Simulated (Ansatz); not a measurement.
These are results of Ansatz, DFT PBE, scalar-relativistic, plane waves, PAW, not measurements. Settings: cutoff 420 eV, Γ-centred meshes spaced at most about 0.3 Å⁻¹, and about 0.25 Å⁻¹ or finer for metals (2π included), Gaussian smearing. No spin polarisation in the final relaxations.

Temperature and zero-point effects are left out. All come from trial cells, and lower structures may exist.

Question: Order these relaxed structures of AlB3P4 by energy, lowest first, with the energy over the lowest of them.
1.

```cif
data_structure
_symmetry_space_group_name_H-M 'Pmm2'
_symmetry_Int_Tables_number 25
_cell_length_a 3.3471
_cell_length_b 6.8141
_cell_length_c 4.8381
_cell_angle_alpha 90.000
_cell_angle_beta 90.000
_cell_angle_gamma 90.000
_cell_volume 110.34
loop_
_atom_site_label
_atom_site_type_symbol
_atom_site_symmetry_multiplicity
_atom_site_Wyckoff_symbol
_atom_site_fract_x
_atom_site_fract_y
_atom_site_fract_z
_atom_site_occupancy
Al1 Al 1 c 0.50000 0.00000 0.50080 1
B1 B 2 g 0.00000 0.73158 0.00075 1
B2 B 1 d 0.50000 0.50000 0.50623 1
P1 P 2 h 0.50000 0.72037 0.76958 1
P2 P 1 b 0.00000 0.50000 0.26820 1
P3 P 1 a 0.00000 0.00000 0.18410 1
```

2.

```cif
data_structure
_symmetry_space_group_name_H-M 'P3m1'
_symmetry_Int_Tables_number 156
_cell_length_a 3.3375
_cell_length_b 3.3375
_cell_length_c 11.4061
_cell_angle_alpha 90.000
_cell_angle_beta 90.000
_cell_angle_gamma 120.000
_cell_volume 110.03
loop_
_atom_site_label
_atom_site_type_symbol
_atom_site_symmetry_multiplicity
_atom_site_Wyckoff_symbol
_atom_site_fract_x
_atom_site_fract_y
_atom_site_fract_z
_atom_site_occupancy
Al1 Al 1 a 0.00000 0.00000 0.75438 1
B1 B 1 a 0.00000 0.00000 0.25181 1
B2 B 1 c 0.66667 0.33333 0.01988 1
B3 B 1 c 0.66667 0.33333 0.48243 1
P1 P 1 a 0.00000 0.00000 0.42682 1
P2 P 1 a 0.00000 0.00000 0.96375 1
P3 P 1 c 0.66667 0.33333 0.19520 1
P4 P 1 c 0.66667 0.33333 0.65572 1
```

Answer: 1 (0 meV/atom), 2 (36 meV/atom). Forms: 1 Al and B ordered on zinc blende sites, Pmm2; 2 Al and B ordered on wurtzite sites, P3m1. Counting P atoms around Al and B (those within 1.25 times the shortest such distance or 1.15 times the sum of covalent radii): cell 1 has Al 4, B 4; cell 2 has Al 4, B 4.

Cells relaxed within their symmetry can be saddle points. Some structure types and database cells were kept out of the candidates from the start, so a known form may be missing.
